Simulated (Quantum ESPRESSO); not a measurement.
# Si3BC3N: input and log of a self-consistent run

Simulated, not a measurement. The program is pw.x of Quantum ESPRESSO 7.5 (plane-wave density functional theory). The cell is made up: 8 atoms on a wurtzite lattice, with randomly drawn elements, strain and displacements, not relaxed. PseudoDojo standard norm-conserving files (v0.5 for PBE, v0.4.1 for LDA and PBEsol) set the functional; there is no spin polarisation, spin-orbit coupling or dispersion term, and the masses in the input are unused placeholders.

Input:

```
&control calculation='scf', pseudo_dir='./dojo.nc.sr.pbe.v0_5.standard.upf', outdir='./o', disk_io='medium', tprnfor=.true., tstress=.true. /
&system ibrav=0, nat=8, ntyp=4, nbnd=22, ecutwfc=84.00895049, nosym=.true., tot_charge=0,
 occupations='smearing', smearing='fd', degauss=0.0018374661
/
&electrons conv_thr=7.350e-09, electron_maxstep=60, /
ATOMIC_SPECIES
B 1.0 B.upf
C 1.0 C.upf
N 1.0 N.upf
Si 1.0 Si.upf
CELL_PARAMETERS angstrom
3.1603 -0.0339 -0.0003
-0.0587 5.5323 0.0008
-0.0004 0.0008 5.0805
ATOMIC_POSITIONS angstrom
Si 0.0631 0.0663 -0.0102
Si 1.4365 2.7654 -0.0099
Si 1.7017 0.8855 2.543
B -0.1827 3.7557 2.3832
C 0.0038 -0.0546 2.0492
N 1.5849 2.7459 1.8919
C 1.5173 0.8632 4.4281
C -0.0767 3.6445 4.4338
K_POINTS automatic
6 4 4 1 1 1
```

The log is shortened where brackets say so; the opening notice, blank lines, dates and the lines on written files are dropped, and the path of the files is cut. It prints rydbergs, bohrs and kilobars, and counts compression as positive stress. With no partly filled state, the Fermi energy that it prints is only some level between the filled and the empty states on the mesh, and need not lie in the true gap.

```
     Program PWSCF v.7.5
     Parallel version (MPI & OpenMP), running on       1 processor cores
     Number of MPI processes:                 1
     Threads/MPI process:                     1
     [start-up lines left out]
     bravais-lattice index     =            0
     lattice parameter (alat)  =       5.9724  a.u.
     unit-cell volume          =     599.3598 (a.u.)^3
     number of atoms/cell      =            8
     number of atomic types    =            4
     number of electrons       =        32.00
     number of Kohn-Sham states=           22
     kinetic-energy cutoff     =      84.0090  Ry
     charge density cutoff     =     336.0358  Ry
     scf convergence threshold =      7.3E-09
     mixing beta               =       0.7000
     number of iterations used =            8  plain     mixing
     Exchange-correlation= PBE
                           (   1   4   3   4   0   0   0)
     [axes and pseudopotential details left out]
   Cartesian axes
     site n.     atom                  positions (alat units)
         1        Si     tau(   1) = (   0.0199653   0.0209778  -0.0032274  )
         2        Si     tau(   2) = (   0.4545193   0.8749932  -0.0031324  )
         3        Si     tau(   3) = (   0.5384306   0.2801788   0.8046241  )
         4        B      tau(   4) = (  -0.0578076   1.1883315   0.7540622  )
         5        C      tau(   5) = (   0.0012023  -0.0172758   0.6483821  )
         6        N      tau(   6) = (   0.5014742   0.8688232   0.5986113  )
         7        C      tau(   7) = (   0.4800850   0.2731229   1.4010838  )
         8        C      tau(   8) = (  -0.0242685   1.1531470   1.4028874  )
     number of k points=    48  Fermi-Dirac smearing, width (Ry)=  0.0018
                       cart. coord. in units 2pi/alat
        k(    1) = (   0.0841210   0.0722911   0.0777553), wk =   0.0416667
        k(    2) = (   0.0841355   0.0722687   0.2332756), wk =   0.0416667
     [further k points left out]
     Dense  grid:    62341 G-vectors     FFT dimensions: (  36,  64,  60)
     Estimated max dynamical RAM per process >      71.39 MB
     Initial potential from superposition of free atoms
     starting charge      31.9978, renormalised to      32.0000
     Starting wfcs are   32 randomized atomic wfcs
     total cpu time spent up to now is       10.0 secs
     per-process dynamical memory:    56.3 Mb
     Self-consistent Calculation
     iteration #  1     ecut=    84.01 Ry     beta= 0.70
     Davidson diagonalization with overlap
     ethr =  1.00E-02,  avg # of iterations =  3.0
     total cpu time spent up to now is       27.0 secs
     total energy              =     -87.53454016 Ry
     estimated scf accuracy    <       1.48727437 Ry
     iteration #  2     ecut=    84.01 Ry     beta= 0.70
     Davidson diagonalization with overlap
     ethr =  4.65E-03,  avg # of iterations =  2.0
     total cpu time spent up to now is       41.7 secs
     total energy              =     -87.98067538 Ry
     estimated scf accuracy    <       0.85993130 Ry
     iteration #  3     ecut=    84.01 Ry     beta= 0.70
     Davidson diagonalization with overlap
     ethr =  2.69E-03,  avg # of iterations =  2.0
     total cpu time spent up to now is       55.1 secs
     total energy              =     -88.10266911 Ry
     estimated scf accuracy    <       0.02623872 Ry
     iteration #  4     ecut=    84.01 Ry     beta= 0.70
     Davidson diagonalization with overlap
     ethr =  8.20E-05,  avg # of iterations =  8.5
     total cpu time spent up to now is       76.3 secs
     total energy              =     -88.11746052 Ry
     estimated scf accuracy    <       0.00560184 Ry
     iteration #  5     ecut=    84.01 Ry     beta= 0.70
     Davidson diagonalization with overlap
     ethr =  1.75E-05,  avg # of iterations =  5.5
     total cpu time spent up to now is       93.3 secs
     total energy              =     -88.11801806 Ry
     estimated scf accuracy    <       0.00255231 Ry
     [iterations 6 to 7 left out]
     iteration #  8     ecut=    84.01 Ry     beta= 0.70
     Davidson diagonalization with overlap
     ethr =  4.08E-08,  avg # of iterations =  4.8
     total cpu time spent up to now is      144.7 secs
     total energy              =     -88.11816328 Ry
     estimated scf accuracy    <       0.00001665 Ry
     iteration #  9     ecut=    84.01 Ry     beta= 0.70
     Davidson diagonalization with overlap
     ethr =  4.08E-08,  avg # of iterations =  2.0
     total cpu time spent up to now is      157.8 secs
     total energy              =     -88.11816364 Ry
     estimated scf accuracy    <       0.00000278 Ry
     iteration # 10     ecut=    84.01 Ry     beta= 0.70
     Davidson diagonalization with overlap
     ethr =  8.68E-09,  avg # of iterations =  2.0
     total cpu time spent up to now is      171.8 secs
     total energy              =     -88.11816441 Ry
     estimated scf accuracy    <       0.00000006 Ry
     iteration # 11     ecut=    84.01 Ry     beta= 0.70
     Davidson diagonalization with overlap
     ethr =  1.76E-10,  avg # of iterations =  5.0
     total cpu time spent up to now is      192.8 secs
     total energy              =     -88.11816443 Ry
     estimated scf accuracy    <       0.00000013 Ry
     iteration # 12     ecut=    84.01 Ry     beta= 0.70
     Davidson diagonalization with overlap
     ethr =  1.76E-10,  avg # of iterations =  2.0
     total cpu time spent up to now is      207.6 secs
     End of self-consistent calculation
          k = 0.0841 0.0723 0.0778 (  7814 PWs)   bands (ev):
    -8.1351  -5.7743  -3.9574  -2.8338  -0.1301   0.4572   1.7240   2.7260
     3.7752   4.6541   5.3467   5.6132   6.0853   6.9478   7.4145   7.4793
     9.9719  11.2920  11.9520  12.8381  13.2415  13.6476
     [levels at the other k points left out]
     the Fermi energy is     8.7553 ev
!    total energy              =     -88.11816445 Ry
     estimated scf accuracy    <          4.5E-09 Ry
     smearing contrib. (-TS)   =       0.00000000 Ry
     internal energy E=F+TS    =     -88.11816445 Ry
     The total energy is F=E-TS. E is the sum of the following terms:
     one-electron contribution =      11.78537569 Ry
     hartree contribution      =      12.58180599 Ry
     xc contribution           =     -30.35617024 Ry
     ewald contribution        =     -82.12917588 Ry
     convergence has been achieved in  12 iterations
     Forces acting on atoms (cartesian axes, Ry/au):
     atom    1 type  4   force =    -0.09944337   -0.10565870    0.02269683
     atom    2 type  4   force =     0.06161996   -0.00236106   -0.02799123
     atom    3 type  4   force =    -0.08953937    0.01176773    0.02377922
     atom    4 type  1   force =    -0.01052384    0.00067729    0.10335316
     atom    5 type  2   force =     0.05304052   -0.04131876   -0.10216825
     atom    6 type  3   force =     0.03042975    0.02160895   -0.01032141
     atom    7 type  2   force =     0.09335370    0.08147825    0.02120294
     atom    8 type  2   force =    -0.03893735    0.03380630   -0.03055126
     Total force =     0.285521     Total SCF correction =     0.000082
     Computing stress (Cartesian axis) and pressure
          total   stress  (Ry/bohr**3)                   (kbar)     P=     -240.48
  -0.00132669  -0.00006625  -0.00023275         -195.16       -9.74      -34.24
  -0.00006625  -0.00235023   0.00000939           -9.74     -345.73        1.38
  -0.00023275   0.00000939  -0.00122731          -34.24        1.38     -180.54
     init_run     :      9.46s CPU      9.85s WALL (       1 calls)
     electrons    :    187.62s CPU    197.60s WALL (       1 calls)
     forces       :      2.41s CPU      2.46s WALL (       1 calls)
     stress       :      9.16s CPU      9.23s WALL (       1 calls)
     [timing details left out]
     PWSCF        :   3m28.89s CPU   3m39.51s WALL
     JOB DONE.
```

In other units: free energy -1198.909 eV for the cell, pressure -24.05 GPa, largest force component 2.717 eV/Å. A rerun of the same cell at another strain at 1437 eV and a 8 x 6 x 6 mesh moved values by no more than 0.003 eV in energy, 0.08 GPa in stress and 0.006 eV/Å in force.